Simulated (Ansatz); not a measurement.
Relaxed-ion elastic tensor of AlCr2C in space group P6_3/mmc (No. 194; Al on 2d, Cr on 4f, C on 2a) in GPa (Voigt order), DFT-r²SCAN in the program Ansatz with PAW potentials; density 5.44 g/cm³, 10.90 Å³ per atom.

```
 399  91.2   116   0.0   0.0   0.0
91.2   399   116   0.0   0.0   0.0
 116   116   390   0.0   0.0   0.0
 0.0   0.0   0.0   150   0.0   0.0
 0.0   0.0   0.0   0.0   150   0.0
 0.0   0.0   0.0   0.0   0.0   154
```

Is the crystal mechanically stable?

Yes: the smallest eigenvalue of C is 150 GPa.

Work out the Voigt, Reuss and Hill averages.

K_V = 204, K_R = 204, K_H = 204; G_V = 148, G_R = 148, G_H = 148 GPa.

Give Young's modulus, Poisson's ratio, Pugh's ratio and the universal anisotropy index.

E = 9KG/(3K + G) = 358 GPa; ν = 0.21; K/G = 1.38 (brittle by the Pugh limit of 1.75); A_U = 5G_V/G_R + K_V/K_R − 6 = 0.01.

Estimate the sound speeds and the Debye temperature.

v_l = √((K + 4G/3)/ρ) = 8580 m/s, v_t = √(G/ρ) = 5210 m/s, mean 5760 m/s; Θ = (h/k)(3n/4πV)^(1/3) v_m = 774 K.

Solve the Christoffel equation for the three sound speeds along x, y, z.

Eigenvalues of C_ijkl n_j n_l equal ρv². In km/s, slowest first: x 5.25, 5.31, 8.56; y 5.25, 5.31, 8.56; z 5.25, 5.25, 8.46.

How much does each axis shrink under pressure?

Linear compressibilities β_i = Σ_j S_ij (j = 1 to 3): x 1.7, y 1.7, z 1.6 per TPa.

The cell was relaxed with r²SCAN under the symmetry of its start; of distortions, only those at the zone centre were tested. No spin polarisation was allowed. As this level gives no gap, shear constants depend on the k-mesh and smearing (Fermi–Dirac, 0.1 eV here). On the denser mesh and wider smearing of the elastic run this cell carries a stress of 0.5 GPa.

Potentials: the earlier of the program's two PAW sets.
